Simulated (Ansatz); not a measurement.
Single point in Ansatz 0.2.0 with r2SCAN, with U_eff = 3.82 eV on Ir d (all-electron-ortho-atomic projectors), no spin polarisation. Cutoff 500 eV, PAW datasets, 9×9×4 Γ-centred k mesh, fermi-dirac filling (width 0.1 eV).

Computed maps in the lattice plane spanned by a (left to right, 3.05 Å, 9 points from zero) and b (bottom to top, 5.03 Å, 15 points from zero), 72° apart, at height 0.750 along c. The fields are smooth PAW ones with compensation charges, not the true ones near nuclei.

Valence density. Digits on a logarithmic scale: 0 up to 0.03 e/Å³, each further digit a factor of 1.6, 9 from 1.3 e/Å³ up:
```
554211234
343222223
343333333
565433334
899854445
999995557
999998557
999999656
799998656
679997677
976666899
996445899
997434799
997423589
875311357
```

ELF. Ten even steps from '0' (0.01) to '9' (0.85):
```
321000001
000000000
000000000
021000000
377300000
799851212
899995444
799996343
269983132
314741366
961112899
896104995
598203893
897200598
874000047
```

Task: The cell is HfIrO3. Which atoms lie within 0.2 Å of this plane, and where (fractions of a and b)?

Result: Hf at (0.25, 0.50), O at (0.93, 0.15). The whole cell:
```
Hf Ir O
1.0
     3.04808    0.00000    0.00000
     1.52404   -4.79097    0.00000
     0.00000    0.00000   -7.08066
Hf Ir O
2 2 6
Direct
  0.24960 0.50080 0.75000
  0.75040 0.49920 0.25000
  0.00000 0.00000 0.00000
  0.00000 0.00000 0.50000
  0.92512 0.14976 0.75000
  0.07488 0.85024 0.25000
  0.62673 0.74654 0.95006
  0.37327 0.25346 0.45006
  0.37327 0.25346 0.04994
  0.62673 0.74654 0.54994
```

Origin: a known structure type with other elements, at an estimated volume, so it need not be a known compound. Caveats: many states at the Fermi level without spin polarisation, so a magnetic state may lie lower; a Hubbard term without moments, so a magnetic state may lie lower; atoms or cell far from equilibrium.
